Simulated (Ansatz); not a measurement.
Si2MoN4:
Space group P6₃/mmc (No. 194); a = b = 2.887 Å, c = 20.828 Å, α = β = 90.00°, γ = 120.00°

```json
[
 {"atom": "Mo", "site": "2c", "symmetry": "-6m2", "x": "0.3333", "y": "0.6667", "z": "0.2500"},
 {"atom": "N", "site": "4f", "symmetry": "3m.", "x": "0.6667", "y": "0.3333", "z": "0.1903"},
 {"atom": "Si", "site": "4f", "symmetry": "3m.", "x": "0.6667", "y": "0.3333", "z": "0.1071"},
 {"atom": "N", "site": "4e", "symmetry": "3m.", "x": "0.0000", "y": "0.0000", "z": "0.0834"}
]
```

Relaxed with r²SCAN+D4.

Problem. Which orbitals make up the states near the band edges in DFT-r²SCAN+D4 in the program Ansatz with PAW potentials?

Solution. Top 1 eV of the valence band: Mo 4d 69 %, N 2p 27 %. Bottom 1 eV of the conduction band: Mo 4d 67 %, N 2p 24 %. Projections are on Löwdin-orthogonalised atomic valence shells; empty p or d shells of many metals are not among them.

Problem. Tabulate the density of states.

Solution. States/eV per cell of 14 atoms, in 0.25 eV bins, energy from the valence-band maximum.

```csv
E (eV),total,N 2p,Mo 4d,Si 3p
-7.85,1.95,1.18,0.10,0.41
-7.60,8.19,4.83,1.44,1.26
-7.35,3.66,2.31,0.40,0.65
-7.10,2.06,1.33,0.12,0.37
-6.85,4.78,2.97,0.80,0.63
-6.60,5.94,3.76,0.78,0.88
-6.35,10.50,6.81,1.31,1.63
-6.10,8.28,5.62,0.96,1.21
-5.85,7.19,5.26,0.43,1.06
-5.60,8.07,5.96,0.58,0.99
-5.35,12.01,8.42,1.60,1.24
-5.10,8.93,6.19,1.27,0.91
-4.85,5.13,3.62,0.79,0.45
-4.60,4.70,3.41,0.75,0.33
-4.35,3.85,2.79,0.73,0.18
-4.10,4.94,3.52,1.02,0.15
-3.85,6.73,4.79,1.45,0.17
-3.60,6.90,5.21,1.11,0.18
-3.35,10.42,8.04,1.52,0.22
-3.10,9.03,6.88,1.52,0.14
-2.85,7.12,5.56,1.12,0.08
-2.60,7.82,6.55,0.76,0.10
-2.35,11.57,10.34,0.56,0.12
-2.10,2.49,2.31,0.05,0.01
-1.85,0.00,0.00,0.00,0.00
-1.60,0.00,0.00,0.00,0.00
-1.35,5.67,1.01,4.38,0.08
-1.10,4.91,1.22,3.42,0.04
-0.85,2.60,0.70,1.81,0.02
-0.60,1.70,0.47,1.18,0.01
-0.35,0.73,0.20,0.49,0.00
-0.10,0.40,0.11,0.26,0.00
0.15,0.00,0.00,0.00,0.00
0.40,0.00,0.00,0.00,0.00
0.65,0.00,0.00,0.00,0.00
0.90,0.00,0.00,0.00,0.00
1.15,0.00,0.00,0.00,0.00
1.40,0.00,0.00,0.00,0.00
1.65,0.00,0.00,0.00,0.00
1.90,0.32,0.05,0.26,0.00
2.15,0.77,0.12,0.61,0.00
2.40,1.06,0.18,0.83,0.01
2.65,2.29,0.52,1.55,0.08
2.90,14.78,4.27,8.15,1.05
3.15,5.71,0.93,3.28,0.78
3.40,6.46,0.94,3.82,0.79
3.65,6.30,0.91,3.30,0.91
3.90,5.93,0.93,3.02,0.84
4.15,5.48,0.86,2.61,0.86
4.40,3.63,0.69,1.38,0.76
4.65,4.03,0.89,1.44,0.81
4.90,5.77,1.30,1.94,1.21
5.15,9.98,2.44,3.64,1.57
5.40,6.53,1.50,1.52,1.52
5.65,6.35,1.35,0.84,1.96
5.90,5.63,1.18,0.66,1.79
6.15,4.60,1.12,0.65,1.42
6.40,0.42,0.09,0.04,0.14
6.65,1.04,0.13,0.02,0.37
```

Space group P6_3/mmc. The start of the workflow was typed in or built on a structure type; neither database checked (COD, Materials Project) lists it. Its standing as an ambient phase is unchecked. The cell was relaxed with r²SCAN+D4 under the symmetry of its start; whether a distortion lowers the energy is not shown. The workflow began spin-polarised and lost its moments. Scalar-relativistic: spin–orbit coupling is off unless named, which matters more the heavier the elements.

Potentials: the earlier of the program's two PAW sets.
